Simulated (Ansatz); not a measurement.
GaP:
```
CELL_PARAMETERS angstrom
      0.00000     2.75299     2.75299
      2.75299     0.00000     2.75299
      2.75299     2.75299     0.00000
ATOMIC_POSITIONS crystal
  P  0.75000 0.75000 0.75000
  Ga 0.00000 0.00000 0.00000
```

Tensor components refer to the Cartesian frame of this cell.

### Question
Give the high-frequency dielectric tensor and the Born effective charge tensors of the independent atoms from DFPT, plane-wave PAW PBE (Ansatz code).

### Answer

ε∞:
```
10.6  0.00  0.00
0.00  10.6  0.00
0.00  0.00  10.6
```
Z* of atom 1 (P), rows: field, columns: displacement, in e:
```
-2.20   0.00   0.00
 0.00  -2.20   0.00
 0.00   0.00  -2.20
```
Z* of atom 2 (Ga), rows: field, columns: displacement, in e:
```
2.20  0.00  0.00
0.00  2.20  0.00
0.00  0.00  2.20
```

Static charges for comparison (Bader): P1 -0.84, Ga2 +0.84 e. Born charges measure polarisation by displacement and can exceed these by far.

Space group F-43m (zinc blende). The PBE relaxation kept the symmetry of its start. Spin–orbit coupling is left out wherever it is not named.

Potentials: the later of the program's two PAW sets.
